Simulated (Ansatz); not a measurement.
The end point of a relaxation of AgI. Space group P6₃mc (No. 186), wurtzite type. Level of theory: PBEsol (plane waves to 420 eV, PAW, scalar-relativistic; Ansatz, a first-principles code).

Space group P6₃mc (No. 186); a = 4.5610 Å, b = 4.5610 Å, c = 7.4504 Å, α = 90.00°, β = 90.00°, γ = 120.00°

```
atom  site  symmetry       x       y       z
----  ----  --------  ------  ------  ------
Ag      2b       3m.  0.6667  0.3333  0.0002
I       2b       3m.  0.3333  0.6667  0.1250
```

**Question.** Predict the band gap from PBEsol.

**Answer.** 1.23 eV, direct at Γ (no spin-orbit coupling).

No spin polarisation in the result. Without spin-orbit coupling the bands of the heavy element are not split, so the gap can be far off.

The run could not lose the symmetry of its start; a randomly shaken copy of 4 atoms returns to this structure.
